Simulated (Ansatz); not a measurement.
CrAgO$_{2}$: computed property card

CrAgO$_{2}$:
```yaml
crystal:
  lattice:
    - [1.49516, 0.86323, 6.18420]
    - [-1.49516, 0.86323, 6.18420]
    - [0.00000, -1.72646, 6.18420]
  atoms:
    - { symbol: Cr, position: [0.50000, 0.50000, 0.50000] }
    - { symbol: Ag, position: [0.00000, 0.00000, 0.00000] }
    - { symbol: O, position: [0.88678, 0.88678, 0.88678] }
    - { symbol: O, position: [0.11322, 0.11322, 0.11322] }
```
The run is spin-polarised; directions of the spins, atom by atom: ↑ 0 0 0.

Space group R-3m (No. 166); conventional cell a = 2.9903 Å, b = 2.9903 Å, c = 18.5526 Å, α = 90.00°, β = 90.00°, γ = 120.00°.

Method: plane-wave PAW r²SCAN (Ansatz code). Structure relaxed to zero pressure with the same functional. Other levels are named where they apply.

**Cell and energy**

| Property | Value |
|---|---|
| Volume per atom | 11.97 Å³ |
| Density | 6.65 g/cm³ |
| Formation energy from the elements (no fitted shifts) | -1.65 eV/atom |

**Electronic structure**

| Item | Value |
|---|---|
| Band gap | 1.24 eV (indirect) |
| Valence-band maximum | on the S2–F line, 24 % of the way from S2 (k = -0.005, 0.375, -0.380 in fractions of the reciprocal vectors) |
| Conduction-band minimum | at Γ |
| Smallest direct gap on the standard path | 1.88 eV |
| Electron effective mass | 0.26, 1.5, 1.5 mₑ (principal values) |
| Hole effective mass | 1.6, 2.3, 13 mₑ (principal values) |

**Magnetism**

| Property | Value |
|---|---|
| Magnetic order | ferromagnetic |
| Net moment | 0.75 μB per atom |

**Charges**

| Item | Value |
|---|---|
| Bader charges | Cr +1.84, Ag +0.52, O -1.18 e |

The first step of the workflow began from a Materials Project structure, measured or hypothetical; the Crystallography Open Database files this formula in space group No. 166, but the cells were not matched. Whether it is the stable phase at ambient conditions was not checked. The r²SCAN relaxation kept the symmetry of its start; its stability against distortions is not shown here. Spin order of the final state: ferromagnetic, the only order run, not a proven ground state. Other orbital occupations within this spin state were not tried. No Hubbard U is applied. The references are the lowest solids computed at this level, not always the standard phases (solids in place of the gases). Spin–orbit coupling is left out wherever it is not named.

Potentials: the later of the program's two PAW sets.
